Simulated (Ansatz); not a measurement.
## TaRh3: one input, then a changed one

Structure from Materials Project entry mp-1020 (possibly hypothetical), not relaxed further.

First run: DFT, PBEsol, all-electron PAW with datasets made for the crystal, scalar-relativistic (Ansatz 0.2.0).

Command: `ansatz run input.yaml --threads 1 --pin off --max-ram 4096MiB --backend cpu --events-out ev --progress --plain --runs-dir out` The run took 68 s on 1 thread of Arm Neoverse V2, on a shared host, peak memory 1.2 GiB.

```yaml
crystal:
  lattice:
    - [3.86978351, 0.0, 0.0]
    - [0.0, 3.86978351, 0.0]
    - [0.0, 0.0, 3.86978351]
  atoms:
    - { symbol: Ta, position: [0.0, 0.0, 0.0] }
    - { symbol: Rh, position: [0.0, 0.5, 0.5] }
    - { symbol: Rh, position: [0.5, 0.5, 0.0] }
    - { symbol: Rh, position: [0.5, 0.0, 0.5] }
kpoints:
  mp_grid: { grid: [9, 9, 9] }
  band_path:
    path:
      - [0.0, 0.0, 0.0]
      - [0.0, 0.5, 0.0]
      - [0.5, 0.5, 0.0]
      - [0.0, 0.0, 0.0]
      - [0.5, 0.5, 0.5]
      - [0.0, 0.5, 0.0]
      - [0.5, 0.5, 0.5]
      - [0.5, 0.5, 0.0]
    npoints: 8
scf:
  occupations: { method: fermi_dirac, width: 0.05 }
hamiltonian:
  xc: pbesol
  pseudopotentials: { kind: all_electron, datasets: crystal }
output:
  forces: true
  stress: true
  eigenvalues: true
  efg: { contact_densities: true }
```

Result: converged; pressure -5.02 GPa; no gap on the k mesh; 11 SCF iterations.

No spin–orbit coupling, which matters for the heavy atoms here.

The input is then changed:

```diff
@@ -23,5 +23,6 @@
     npoints: 8
 scf:
-  occupations: { method: fermi_dirac, width: 0.05 }
+  occupations: { method: tetrahedron_uncorrected }
+  algorithm: direct_min
 hamiltonian:
   xc: pbesol
```

What does the second run give?

It was refused before any iteration. The program says:
```
Error: inconsistent input (scf.algorithm, scf.occupations.method): direct minimisation with tetrahedron occupations — the free energy that is minimised is that of smeared or fixed occupations, and a tetrahedron fill has neither; use a smearing scheme or fixed occupations, or the default algorithm without scf.convergence.dm_fallback
```
